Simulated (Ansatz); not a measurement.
SnO$_{2}$ (rutile, P4_2/mnm), plane-wave PAW r²SCAN (Ansatz code). The conduction-band minimum lies at Γ, with 1 equivalent valley. Second derivatives d²E/dk² of the lowest band at one valley (eV·Å²), along Cartesian directions:

```csv
direction,d²E/dk²
[100],33.37
[010],33.37
[001],39.50
[110],33.37
[101],36.43
[011],36.43
```

Find the principal effective masses, the density-of-states mass and the conductivity mass.

Off-diagonal terms follow from H_xy = H[110] − (H_xx + H_yy)/2, and m*/mₑ = 7.620 eV·Å² over each eigenvalue: 0.19, 0.23, 0.23. One valley's DOS mass (m₁m₂m₃)^(1/3) = 0.22, conductivity mass 3/(Σ 1/mᵢ) = 0.22 mₑ.

What effective density of states Nc follows at 300 K for parabolic valleys?

Nc = 2.509e19 × 1 × (0.22)^(3/2) ≈ 2.6e18 cm⁻³.

With the computed static dielectric constant 11.1 (mean of the diagonal), estimate a hydrogenic donor's binding energy and radius.

E = 13.606 eV × 0.22/11.1² ≈ 24 meV; a = 0.529 Å × ε/m* ≈ 27 Å. Semilocal masses tend to be too small where the gap is.

The r²SCAN relaxation kept the symmetry of its start; of distortions, only those at the zone centre were tested. Spin–orbit coupling is left out wherever it is not named.

Potentials: the later of the program's two PAW sets.
